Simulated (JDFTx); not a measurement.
surface: TiAl(100), Al outermost, slab composition Ti2Al3
bulk: TiAl, P4/mmm, lattice of mp-1953 (not re-optimised)
slab: 5 atoms in 5 planes, 1x1, 5.5 Å between the outermost planes
in-plane cell: 2.811 × 4.066 Å, 11.43 Å²
cell height: 21.6 Å
sampling: 8×6×1 k mesh, Fermi smearing 0.01 Ha, no spin polarisation

Whether this polymorph is the ambient one wasn't checked. Neither spin polarisation nor a larger cell was tried.

All numbers are PBE, GBRV ultrasoft potentials, plane waves to 20/100 Ha results from a modified build of JDFTx, not measurements. Liquid: CANDLE, water, 2 M KF. The neutral cell holds 33 valence electrons and has two faces of 11.430 Å² each. Last filling lines of the neutral and of a charged run (μ in hartree, zero in the bulk liquid):

```
FillingsUpdate:  mu: -0.136595444  nElectrons: 33.000000
FillingsUpdate:  mu: -0.148467000  nElectrons: 32.926972
```

Worked example: both potentials, by the convention U = −μ/e − 4.44 V vs SHE, the surface charge density and the mean capacitance.

U_pzc = 0.13660 × 27.2114 − 4.44 = -0.72 V; U = 0.14847 × 27.2114 − 4.44 = -0.40 V. The cell has -0.0730 excess electrons, a net charge of 0.0730 e, shared by two faces: σ = 0.0730 e / (2 × 11.430 Å²) = 0.00319 e/Å² = 5.1 μC/cm² (1 e/Å² = 1602.18 μC/cm²). C = σ/(U − U_pzc) = 5.1/0.32 ≈ 16 μF/cm².
